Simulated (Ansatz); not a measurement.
# Structure relaxation, Sn

The start is a generated cell, Sn placed in the AFLOW prototype A_oC8_64_f (A11, as in Ga). A full variable-cell relaxation at zero pressure is run with PBE (plane waves to 420 eV, PAW, scalar-relativistic; Ansatz, a first-principles code). The first steps use a coarse 8×8×7 k-mesh.

Initial structure:
```
Sn
1.0
    2.52939    -4.28425     0.00000
    2.52939     4.28425     0.00000
    0.00000     0.00000     5.05990
Sn
4
Direct
  0.34510   0.65490   0.58100
  0.65490   0.34510   0.41900
  0.84510   0.15490   0.91900
  0.15490   0.84510   0.08100
```

| Item | Result |
|---|---|
| Initial pressure | +10.6 GPa (positive: the cell is compressed) |
| Largest initial force | 0.44 eV/Å, on Sn1, Sn2, Sn3, Sn4 (atoms numbered as listed) |
| Outcome | The space group stays Cmce (No. 64) (the run could not lower it); the end is AFLOW prototype A_oC8_64_f (A11, as in Ga), with 4 atoms in the primitive cell |
| Energy released | 0.19 eV/atom |
| Volume change | +16.7 %, from 27.42 to 32.00 Å³/atom |
| Band gap at the end | zero (metallic) |
| Optimiser moves | 19 |

Final values are on a 10×10×10 k-mesh of the relaxed cell. No spin polarisation in the result.

The run could not lose the symmetry of its start, so the end can be a saddle point.

The relaxed structure here is a generated cell of Sn: the first start was made by placing the elements on the sites of a structure type, and the end was not matched to a known phase here, so it may be hypothetical. Known forms of Sn include space group No. 141, 227.
